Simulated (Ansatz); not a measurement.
BP: XPS core lines

Cell: an entry of the Crystallography Open Database (COD) whose atoms were relaxed with PBE, the cell held, repeated to a supercell; a hole's nearest image is 6.4 Å away.

Space group F-43m (No. 216); a = 4.5380 Å.

```
site  Wyckoff  site symmetry       x       y       z
  B1       4a           -43m  0.0000  0.0000  0.0000
  P9       4c           -43m  0.2500  0.2500  0.2500
```

One atom of each set is listed; the run and its k-mesh use a cell of 16 atoms with edges of 6.42, 6.42, 6.42 Å.

The numbers come from a DFT calculation in Ansatz (PBE, plane waves and PAW, scalar-relativistic, 420 eV cutoff, Γ-centred 4×4×4 k-points, fixed occupations).

Each value is a total-energy difference between the cell with one core hole and the ground state (ΔSCF), counted from the top of the valence band. The valence electrons get no spin in the cell with the hole, so they can't polarise against the unpaired core electron; that puts absolute values high, by some tenths of an eV and in some cases by about 1 eV. The periodic images are corrected with the calculated ε∞ = 9.10.

(1) What binding energies does the calculation give for B 1s, P 2p?

The program doubts some values: the cell is too small to check the potential alignment. Absolute PBE values can be off by an eV or more. Multiplets, satellites and widths aren't calculated.

Hardware: 1 thread of Arm Neoverse V1 (aarch64; 8 cores open to the job, memory cap 2.5 GiB, no GPU), a shared host with a load of 0.4 a core. Wall time 22 s, CPU time 22 s, peak memory 0.4 GiB.

Answers

(1) 

```json
{"line": "B 1s", "atom": "1", "first shell": "4 P at 1.97 Å", "E_B (eV)": "187.9", "j = l + ½ / j = l − ½ (eV)": "–"}
{"line": "P 2p", "atom": "9", "first shell": "4 B at 1.97 Å", "E_B (eV)": "129.8", "j = l + ½ / j = l − ½ (eV)": "129.5 / 130.4"}
```

For p, d and f shells E_B is the weighted mean of the two lines, whose splitting comes from the free atom's Dirac orbitals.
